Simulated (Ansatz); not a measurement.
Ti2Ga:
```yaml
crystal:
  lattice:
    - [4.50213, 0.00000, 0.00000]
    - [-2.25107, 3.89896, 0.00000]
    - [0.00000, 0.00000, 5.45433]
  atoms:
    - { symbol: Ti, position: [0.33333, 0.66667, 0.75000] }
    - { symbol: Ti, position: [0.66667, 0.33333, 0.25000] }
    - { symbol: Ti, position: [0.00000, 0.00000, 0.00000] }
    - { symbol: Ti, position: [0.00000, 0.00000, 0.50000] }
    - { symbol: Ga, position: [0.33333, 0.66667, 0.25000] }
    - { symbol: Ga, position: [0.66667, 0.33333, 0.75000] }
```

Relaxed with r²SCAN.

### Question
Tabulate the valence density and the electron localisation function along the shortest Ti–Ti contact (2.73 Å), DFT-r²SCAN in the program Ansatz with PAW potentials.

### Answer


| distance from Ti (Å) | density (e/Å³) | ELF |
|---|---|---|
| 0.27 | 9.02 | 0.21 |
| 0.41 | 7.03 | 0.49 |
| 0.55 | 4.44 | 0.61 |
| 0.68 | 2.20 | 0.54 |
| 0.82 | 0.90 | 0.32 |
| 0.95 | 0.41 | 0.14 |
| 1.09 | 0.26 | 0.09 |
| 1.23 | 0.21 | 0.10 |
| 1.36 | 0.20 | 0.12 |
| 1.50 | 0.21 | 0.10 |
| 1.64 | 0.26 | 0.09 |
| 1.77 | 0.41 | 0.14 |
| 1.91 | 0.90 | 0.32 |
| 2.05 | 2.20 | 0.54 |
| 2.18 | 4.44 | 0.61 |
| 2.32 | 7.03 | 0.49 |
| 2.45 | 9.02 | 0.21 |

The density is the valence pseudo-density with augmentation charge, so density and ELF within about 1 Å of a nucleus are not all-electron values.

Space group P6_3/mmc. The workflow started from an entry of the Crystallography Open Database (COD). Its standing as an ambient phase is unchecked. The r²SCAN relaxation kept the symmetry of its start; its stability against distortions is not shown here. The run is not spin-polarised.

Potentials: the later of the program's two PAW sets.
